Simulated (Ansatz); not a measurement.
TiS₂:
```
CELL_PARAMETERS angstrom
      3.27428     0.00000     0.00000
     -1.63714     2.83561     0.00000
      0.00000     0.00000    11.39625
ATOMIC_POSITIONS crystal
  Ti 0.66667 0.33333 0.75000
  Ti 0.33333 0.66667 0.25000
  S  0.66667 0.33333 0.37986
  S  0.33333 0.66667 0.62014
  S  0.33333 0.66667 0.87986
  S  0.66667 0.33333 0.12014
```

Relaxed with LDA.

Map the electron localisation function on the plane through (0.667, 0.333, 0.750) spanned by u = [0, 0, 1] and v = [1, -1, 0] in lattice vectors, from DFT-LDA in the program Ansatz with PAW potentials.

x is the fraction of u, y of v (the angle between them is 90°; rows are the nearest grid lines); atoms in the plane: Ti at (0.00, 0.00), Ti at (0.50, 0.67), S at (0.63, 0.00), S at (0.87, 0.67), S at (0.13, 0.67), S at (0.37, 0.00).
```
|0261000000599810177447710189950000001620|
|0461001000599920377447730299950001001640|
|5661122100389965787447875699830012211665|
|3224788741148999985115899998411478874223|
|0148999873015888862222688885103789998410|
|1269999996102567523553257652016999999621|
|1478867998200233215665123320028997688741|
|2477101899500000016226100000059981017742|
|2477201899500000016336100000059981027742|
|2478525999400011016666101100049995258742|
|2478878998200011015775101100028998788742|
|2478888986100011112442111100016898888742|
|2256776641000011110000111100001466776522|
|1233443210000001111001111000000123443321|
|1111111000000000111001110000000001111111|
|1111000000000000011111100000000000001111|
|1110000000000000001111000000000000000111|
|0011110000001123332112333211000000111100|
|0001110000013556654224566553100000111000|
|0001111000036788876336788876300001111000|
|4311111000158888887447888888510001111134|
|5761011000389964687447864699830001101675|
|0461000000599820377447730289950000001640|
|0261000000599810177447710189950000001620|
```
Scale: ten equal steps from 0.000 (start of '0') to 0.928 (end of '9'), in the order '0123456789'; x runs from 0.000 to 1.00, y from 0.000 (bottom) to 1.00 (top).

The density is the valence pseudo-density with augmentation charge, so density and ELF within about 1 Å of a nucleus are not all-electron values.

Space group P6_3/mmc. The workflow started from a Materials Project entry (that database holds measured and hypothetical structures alike); the Crystallography Open Database copy checked does not list it. It is not the phase usual at ambient conditions (space group No. 164). The cell was relaxed with LDA under the symmetry of its start; its stability against distortions is not shown here. No spin polarisation was allowed. A crystal of weakly bound layers computed without a dispersion correction: the cell and the soft elastic constants depend strongly on that.

Potentials: the later of the program's two PAW sets.
